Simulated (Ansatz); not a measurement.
BAs:
```cif
data_As4B4
_chemical_formula_sum 'B4 As4'
_space_group_name_H-M_alt 'Pnma'
_space_group_IT_number 62
_space_group_name_Hall '-P 2ac 2n'
_cell_length_a 6.53980
_cell_length_b 3.41305
_cell_length_c 5.68223
_cell_angle_alpha 90.000
_cell_angle_beta 90.000
_cell_angle_gamma 90.000
loop_
_atom_site_label
_atom_site_type_symbol
_atom_site_symmetry_multiplicity
_atom_site_Wyckoff_symbol
_atom_site_fract_x
_atom_site_fract_y
_atom_site_fract_z
_atom_site_occupancy
B1 B 4 c 0.16103 0.25000 0.40152 1
As1 As 4 c 0.33553 0.25000 0.10837 1
```

Relaxed with PBE+D3(BJ).

### Question
Which orbitals make up the states near the band edges in PBE+D3(BJ) (plane waves, PAW; program Ansatz)?

### Answer
Top 1 eV of the valence band: B 2p 50 %, As 4p 46 %. Bottom 1 eV of the conduction band: B 2p 36 %, As 4p 28 %, B 2s 20 %, As 4s 10 %, outside the projected shells 6 %. Projections are on Löwdin-orthogonalised atomic valence shells; empty p or d shells of many metals are not among them.

### Question
Tabulate the density of states.

### Answer
States/eV per cell of 8 atoms, in 0.25 eV bins, energy from the valence-band maximum.

| E (eV) | total | As 4p | B 2p | B 2s |
|---|---|---|---|---|
| -7.85 | 1.79 | 0.86 | 0.27 | 0.51 |
| -7.60 | 1.95 | 0.92 | 0.35 | 0.50 |
| -7.35 | 2.35 | 1.10 | 0.48 | 0.54 |
| -7.10 | 2.40 | 1.13 | 0.56 | 0.47 |
| -6.85 | 1.87 | 0.89 | 0.55 | 0.27 |
| -6.60 | 2.57 | 1.23 | 0.88 | 0.29 |
| -6.35 | 1.82 | 0.86 | 0.58 | 0.24 |
| -6.10 | 1.48 | 0.70 | 0.48 | 0.19 |
| -5.85 | 1.86 | 0.88 | 0.67 | 0.19 |
| -5.60 | 2.67 | 1.28 | 1.01 | 0.23 |
| -5.35 | 2.83 | 1.36 | 1.06 | 0.25 |
| -5.10 | 3.46 | 1.68 | 1.31 | 0.28 |
| -4.85 | 3.64 | 1.80 | 1.42 | 0.25 |
| -4.60 | 3.54 | 1.74 | 1.44 | 0.21 |
| -4.35 | 3.91 | 1.91 | 1.66 | 0.21 |
| -4.10 | 4.51 | 2.21 | 1.95 | 0.21 |
| -3.85 | 4.02 | 1.97 | 1.73 | 0.19 |
| -3.60 | 4.01 | 1.96 | 1.69 | 0.22 |
| -3.35 | 3.92 | 1.91 | 1.69 | 0.19 |
| -3.10 | 2.53 | 1.21 | 1.11 | 0.13 |
| -2.85 | 2.85 | 1.38 | 1.28 | 0.11 |
| -2.60 | 3.79 | 1.86 | 1.75 | 0.10 |
| -2.35 | 4.33 | 2.11 | 2.02 | 0.10 |
| -2.10 | 4.48 | 2.19 | 2.10 | 0.10 |
| -1.85 | 4.36 | 2.10 | 2.06 | 0.11 |
| -1.60 | 2.98 | 1.42 | 1.43 | 0.07 |
| -1.35 | 2.02 | 0.95 | 0.98 | 0.04 |
| -1.10 | 1.28 | 0.59 | 0.62 | 0.03 |
| -0.85 | 0.80 | 0.36 | 0.39 | 0.02 |
| -0.60 | 0.39 | 0.18 | 0.20 | 0.01 |
| -0.35 | 0.14 | 0.06 | 0.07 | 0.00 |
| -0.10 | 0.03 | 0.01 | 0.02 | 0.00 |
| 0.15 | 0.00 | 0.00 | 0.00 | 0.00 |
| 0.40 | 0.01 | 0.00 | 0.00 | 0.00 |
| 0.65 | 0.22 | 0.05 | 0.07 | 0.06 |
| 0.90 | 0.54 | 0.13 | 0.18 | 0.13 |
| 1.15 | 1.34 | 0.39 | 0.47 | 0.27 |
| 1.40 | 2.15 | 0.62 | 0.84 | 0.34 |
| 1.65 | 2.77 | 0.65 | 1.05 | 0.46 |
| 1.90 | 5.11 | 1.17 | 1.88 | 0.88 |
| 2.15 | 3.45 | 0.83 | 1.35 | 0.50 |
| 2.40 | 1.97 | 0.51 | 0.81 | 0.22 |
| 2.65 | 3.25 | 0.87 | 1.29 | 0.38 |
| 2.90 | 4.37 | 1.13 | 1.71 | 0.54 |
| 3.15 | 3.43 | 0.89 | 1.34 | 0.44 |
| 3.40 | 3.27 | 0.94 | 1.25 | 0.37 |
| 3.65 | 5.39 | 1.60 | 1.94 | 0.63 |
| 3.90 | 5.55 | 1.61 | 2.02 | 0.61 |
| 4.15 | 5.08 | 1.45 | 1.87 | 0.49 |
| 4.40 | 3.98 | 1.20 | 1.34 | 0.42 |
| 4.65 | 4.75 | 1.40 | 1.53 | 0.51 |
| 4.90 | 4.72 | 1.33 | 1.44 | 0.53 |
| 5.15 | 4.29 | 1.15 | 1.28 | 0.52 |

The start of the workflow was typed in or built on a structure type; neither database checked (COD, Materials Project) lists it. It is not the phase usual at ambient conditions (space group No. 216). The PBE+D3(BJ) relaxation kept the symmetry of its start; its stability against distortions is not shown here. The volume moved by 25 % from the start of the relaxation. Its formation energy is positive at this level, so the cell may be metastable or incomplete. Spin–orbit coupling is left out wherever it is not named.

Potentials: the later of the program's two PAW sets.
